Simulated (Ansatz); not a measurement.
Here is an unrelaxed guess for MgGe4.

```yaml
crystal:
  lattice:
    - [3.88431, 0.00000, 0.00000]
    - [0.00000, 3.88431, 0.00000]
    - [0.00000, 0.00000, 6.69426]
  atoms:
    - { symbol: Mg, position: [0.00000, 0.00000, 0.00000] }
    - { symbol: Ge, position: [0.50000, 0.00000, 0.78233] }
    - { symbol: Ge, position: [0.00000, 0.50000, 0.78233] }
    - { symbol: Ge, position: [0.50000, 0.00000, 0.21767] }
    - { symbol: Ge, position: [0.00000, 0.50000, 0.21767] }
```

The calculation used DFT PBE+D3(BJ), scalar-relativistic, plane waves, PAW (Ansatz 0.2.0). Cutoff 420 eV; k points 4×4×4 on the computed 5-atom cell (Γ-centred); Gaussian smearing, width 0.10 eV; no spin polarisation.

The zero of energy is the elements' standard structures at the same level; no fitted shifts are applied.

Q: Estimate its pressure, forces and energy as it stands.

A: The pressure is 12.1 GPa (the mean over three directions, positive in compression), the largest force is 1.84 eV/Å, and the energy is +0.69 eV/atom against the elements. The shortest distance is 2.43 Å.

Q: Is it a good guess?

A: A rough one: relaxing gains about 0.60 eV/atom (the start's value is from the coarse mesh, so the gain is rough) in 15 ionic steps and ends at +0.09 eV/atom on the finer mesh. The symmetry stays P4/mmm (No. 123). The volume per atom shrinks by 1.5 %, from 20.2 to 19.9 Å³. The shortest distance goes from 2.43 Å (Mg–Ge) to 2.55 Å (Ge–Ge). Conventional cell: a = 3.871 Å, c = 6.638 Å. Around Mg lie 8 Ge at 2.82 Å; Ge is surrounded by 1 Ge at 2.55 Å, 4 Ge at 2.74 Å and 2 Mg at 2.82 Å.

The last run used a 10×10×6 mesh (in the run's order of axes) for its 5-atom cell and Gaussian smearing of 0.10 eV. The relaxation can't lower the symmetry of the start, and the grade says only how near the guess is to its own end. A structure relaxed within its symmetry needn't be a true minimum.
